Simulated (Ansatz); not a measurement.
LiBr (rock salt, space group No. 225), PBEsol in the plane-wave PAW code Ansatz. The conduction-band minimum lies at Γ, with 1 equivalent valley. Second derivatives d²E/dk² of the lowest band at one valley (eV·Å²), along Cartesian directions:

```csv
direction,d²E/dk²
[100],22.50
[010],22.50
[001],22.50
[110],22.49
[101],22.49
[011],22.49
```

Task: Find the principal effective masses, the density-of-states mass and the conductivity mass.

Result: Off-diagonal terms follow from H_xy = H[110] − (H_xx + H_yy)/2, and m*/mₑ = 7.620 eV·Å² over each eigenvalue: 0.34, 0.34, 0.34. One valley's DOS mass (m₁m₂m₃)^(1/3) = 0.34, conductivity mass 3/(Σ 1/mᵢ) = 0.34 mₑ.

Task: What effective density of states Nc follows at 300 K for parabolic valleys?

Result: Nc = 2.509e19 × 1 × (0.34)^(3/2) ≈ 5.0e18 cm⁻³.

Space group Fm-3m (rock salt). The PBEsol relaxation kept the symmetry of its start. Scalar-relativistic: spin–orbit coupling is off unless named, which matters more the heavier the elements.

Potentials: the later of the program's two PAW sets.

Edges and masses are those of Kohn–Sham bands, whose gap is no quasiparticle gap.
